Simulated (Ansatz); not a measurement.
**BN under strain: B-11 NMR of the central transition**

Cell: an entry of the Crystallography Open Database (COD), relaxed with PBE at fixed cell and then changed (z compressed by 1 %, ions relaxed).

```
CELL_PARAMETERS angstrom
2.54000 0.00000 0.00000
-1.27000 2.19970 0.00000
0.00000 0.00000 6.53202
ATOMIC_POSITIONS crystal
B 0.33333 0.66667 0.25000
B 0.66667 0.33333 0.75000
N 0.33333 0.66667 0.75000
N 0.66667 0.33333 0.25000
```

Atom numbers follow the list; atoms alike are taken as one site, whose name carries the number of the first.

Computed with Ansatz: DFT, PBE, plane waves and PAW, scalar-relativistic, 420 eV cutoff, Γ-centred 13×13×5 k-points, Fermi–Dirac smearing 0.02 eV.

B-11 has I = 3/2 and Q = 40.59 mb (Pyykkö 2018); at 23.5 T its Larmor frequency is ν₀ = 321.1 MHz. Only the quadrupole interaction is simulated: positions count from each site's isotropic chemical shift, and J coupling is left out, as are shift anisotropy and dipolar coupling, which fast spinning averages.

**Question.** What does the B-11 spectrum (fast magic-angle spinning) show for each site?

**Answer.** 

```
site    first shell  C_Q (MHz)     η  P_Q (MHz)  δ_QIS (ppm)  breadth (kHz)
   B  3 N at 1.47 Å       2.69  0.00       2.69        -1.76           1.21
```

δ_QIS = −(ν_Q²/30ν₀²)[I(I+1) − 3/4](1 + η²/3) × 10⁶ ppm with ν_Q = 3|C_Q|/[2I(2I−1)]; it falls as 1/B₀² in ppm, and the breadth as 1/B₀ in kHz.

An axis of threefold or higher order runs through B, so V_zz lies along it and η is zero.

At this changed cell the PBE pressure is -6 GPa.

The relaxation (1 step) took 2.1 s of wall time (2.1 s of CPU time) and 0.4 GiB at its peak, on 1 thread of Intel Xeon Platinum 8488C (Sapphire Rapids) (x86_64; 16 cores open to the job, memory cap 3.0 GiB, no GPU), a shared host with a load of 0.2 a core.
